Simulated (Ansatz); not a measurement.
# Frozen-phonon scan for Mo (bcc, W type)

Mo (bcc, W type)

```
Mo
1.0
   -3.16074     3.16074     3.16074
    1.58037    -1.58037     1.58037
    1.58037     1.58037    -1.58037
Mo
2
Direct
  0.00000   0.00000   0.00000
  0.50000   0.00000   0.00000
```

A phonon eigenvector at N = (0.5, 0.0, 0.0) is frozen into this cell: atom i moves by Q times the vector below, so Q is the largest atomic displacement, in Å. The cell is held. (q is in reciprocal vectors of the primitive cell; the cell shown is doubled to hold the pattern.)

```csv
atom,x,y,z
Mo1,0.000,0.707,-0.707
Mo2,0.000,-0.707,0.707
```

Method: PBE (plane waves to 420 eV, PAW, scalar-relativistic; Ansatz, a first-principles code). k mesh 21×21×21 (Γ-centred), Fermi-Dirac smearing 0.05 eV. Energies are smeared free energies. Compression counts positive. With partly filled bands, energies and forces of such displacements shift with the k mesh and the smearing. Mo is run without spin polarisation. Mo was relaxed with its symmetry unable to fall. ΔE is measured from the undisplaced structure.

| Q (Å) | ΔE (eV/cell) | P (GPa) | −dE/dQ from forces (eV/Å) |
|---|---|---|---|
| -0.180 | 0.358 | 2.1 | 3.282 |
| -0.150 | 0.262 | 1.6 | 3.090 |
| -0.120 | 0.175 | 1.0 | 2.716 |
| -0.090 | 0.101 | 0.6 | 2.167 |
| -0.060 | 0.046 | 0.3 | 1.503 |
| -0.030 | 0.012 | 0.1 | 0.770 |
| 0.000 | 0.000 | 0.0 | 0.000 |
| 0.030 | 0.012 | 0.1 | -0.770 |
| 0.060 | 0.046 | 0.3 | -1.503 |
| 0.090 | 0.101 | 0.6 | -2.167 |
| 0.120 | 0.175 | 1.0 | -2.716 |
| 0.150 | 0.262 | 1.6 | -3.090 |
| 0.180 | 0.358 | 2.1 | -3.282 |

What the scan shows:

| Property | Result |
|---|---|
| Energy at Q = 0.180 Å | 358 meV/cell |
| Space group of the distorted cell | Cmcm (No. 63), lowered from Im-3m |
| Symmetry of the curve | even: the same for both signs |
| Shape of the curve | a single well with its minimum at or next to zero displacement |
| Harmonic wavenumber from the curvature (finite differences) | 191 cm⁻¹ |
| Wavenumber by perturbation theory (DFPT, on another k mesh) | 194 cm⁻¹ |

(For displaced atoms, the force is minus the slope of the energy, and its curvature is a force constant, which sets phonon frequencies.)
